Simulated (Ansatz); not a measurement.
**MgAu₄Se₄Cl₄O₁₂: field gradients at two levels of theory**

Cell: a Materials Project structure (computed, not necessarily an observed phase).

```
Mg Se Au Cl O
1.0
     4.85217    0.00000    0.00000
     0.51828   10.07073    0.00000
     0.00684    1.08150   11.09284
Mg Se Au Cl O
1 4 4 4 12
Direct
  0.21270 0.86944 0.12756
  0.72918 0.83273 0.32565
  0.09420 0.72577 0.88166
  0.80009 0.29792 0.07521
  0.36581 0.15572 0.72756
  0.00243 0.57776 0.17072
  0.91151 0.01219 0.96746
  0.99211 0.41581 0.80805
  0.07721 0.99214 0.51475
  0.31115 0.49934 0.67338
  0.74536 0.47562 0.32097
  0.30016 0.17535 0.43317
  0.85846 0.80391 0.59423
  0.56330 0.89975 0.19895
  0.69445 0.34864 0.92867
  0.01919 0.74901 0.25450
  0.03352 0.16447 0.06257
  0.07195 0.40668 0.09388
  0.82075 0.83774 0.89873
  0.21961 0.69521 0.03888
  0.02691 0.23401 0.74847
  0.92942 0.96765 0.34426
  0.88436 0.59482 0.87264
  0.44901 0.08461 0.86477
  0.22049 0.00871 0.68044
```

Atoms are numbered from 1 in the order listed; like atoms form one site, named after its first atom.

First run. The numbers come from a DFT calculation in Ansatz (PBE, plane waves and PAW, scalar-relativistic, 420 eV cutoff, Γ-centred 7×4×3 k-points, Fermi–Dirac smearing 0.05 eV).

```tsv
site	atom	V_zz (10²¹ V/m²)	η
Mg	1	-2.11	0.84
Se2	2	-29.8	0.40
Se3	3	-30.5	0.39
Se4	4	-31.5	0.23
Se5	5	-31.4	0.18
Au6	6	-9.81	0.31
Au7	7	20.7	0.61
Au8	8	-9.75	0.67
Au9	9	11.71	0.49
Cl11	11	32.9	0.01
Cl12	12	30.5	0.02
O19	19	13.56	0.89
O24	24	13.15	0.08
O25	25	15.29	0.96
```

Second run. The same atoms and settings, except that the functional is r2SCAN and the cutoff is 500 eV.

**Question.** What does the second run give?

**Answer.** 

```tsv
site	atom	V_zz	η	change of V_zz
Mg	1	-2.12	0.85	-0.01
Se2	2	-32.1	0.40	-2.33
Se3	3	-32.8	0.41	-2.30
Se4	4	-33.5	0.22	-2.01
Se5	5	-33.8	0.19	-2.41
Au6	6	-5.89	0.45	+3.92
Au7	7	-24.5	0.95	–
Au8	8	5.28	0.88	–
Au9	9	8.62	0.30	-3.09
Cl11	11	32.5	0.02	-0.42
Cl12	12	29.9	0.02	-0.66
O19	19	14.25	0.85	+0.69
O24	24	14.00	0.08	+0.85
O25	25	15.80	0.98	+0.51
```

The largest change of V_zz along a kept axis is on Au6, from -9.81 to -5.89. The whole tensor moves most on Au7, by 7.83 along its most changed direction. In per cent, |V_zz| changes by 0 on Mg, +6 to +8 on Se, -40 to -26 on Au, -2 to -1 on Cl, +3 to +6 on O (all sites that start above 0.5, bar those whose gradient vanishes or changes sign or whose main axis turns by over 40°). On Au9 V_xx and V_yy change places (or their axes turn by over 50°), so the two values of η hide a larger change. On Au7, Au8 the largest principal value lies along another axis in the second run, so the two V_zz can't be compared directly. The table leaves out 11 of the 25 sites, with |V_zz| up to 31.01; their tensors move by 0.98 at most along any direction. The statements above cover all sites.

Spin–orbit coupling is left out, which shifts gradients on Au by a few per cent in wide-gap crystals, and can shift them far more where the calculated gap is small or absent, as here.
For the first run: The largest force is 0.3 eV/Å, so the atoms aren't at the calculated equilibrium and relaxing them would move these values.
For the second run: The largest force is 1.2 eV/Å, so the atoms aren't at the calculated equilibrium and relaxing them would move these values. With these PAW files V_zz is typically within 2 to 3 % of all-electron values, but misses above 10 % occur on Au.
